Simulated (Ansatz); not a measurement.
**NbZn3: stiffness from a series of strains**

```
CELL_PARAMETERS angstrom
3.93400 0.00000 0.00000
0.00000 3.93400 0.00000
0.00000 0.00000 3.93400
ATOMIC_POSITIONS crystal
Nb 0.00000 0.00000 0.00000
Zn 0.00000 0.50000 0.50000
Zn 0.50000 0.00000 0.50000
Zn 0.50000 0.50000 0.00000
```

Atoms are numbered in the order listed.

Conventional cell: a = 3.934 Å, b = 3.934 Å, c = 3.934 Å, α = 90.00°, β = 90.00°, γ = 90.00°. Nb (atom 1) has 12 Zn at 2.78 Å as nearest neighbours. Zn (atom 2) is surrounded by 4 Nb at 2.78 Å and 8 Zn at 2.78 Å.

The geometry is COD entry 2310977, unchecked; take it as a test cell.

Spin polarisation is left out, and whether a magnetic state lies lower isn't shown here.

These are results of Ansatz 0.2.0, DFT, PBEsol, all-electron LAPW, scalar-relativistic, not measurements.

Settings: a Γ-centred 10×10×10 k mesh, Fermi–Dirac smearing of 0.05 eV, basis error target 1 meV/atom, no spin polarisation.

The strain is applied along the Cartesian axes of the cell as listed (γ is the engineering shear, twice εxy = εyz = εzx). Fractional coordinates are held (clamped ions).

σ is the change of stress from the unstrained cell, which is at -5.44 GPa; tension is positive, so slopes are stress–strain coefficients at that pressure. In a metal the k mesh adds noise.

Only quantities that a quadratic follows smoothly over the whole series are listed; rougher ones are left out.

```tsv
γ	σxy (GPa)
-0.0200	-1.74
0.0000	0.00
0.0100	0.89
0.0200	1.80
```

**Question.** Fit the series and read off the stiffness at zero strain.

**Answer.** Least-squares fits y = p0 + p1 x + p2 x² to the rows give σxy (GPa): p1 = 88.5, p2 = 77. So C44 (clamped ions) = 88 GPa.

**Question.** One run, at γ = -0.0100, is withheld. Predict its row.

**Answer.** The fits give -0.88; the run gave -0.88.
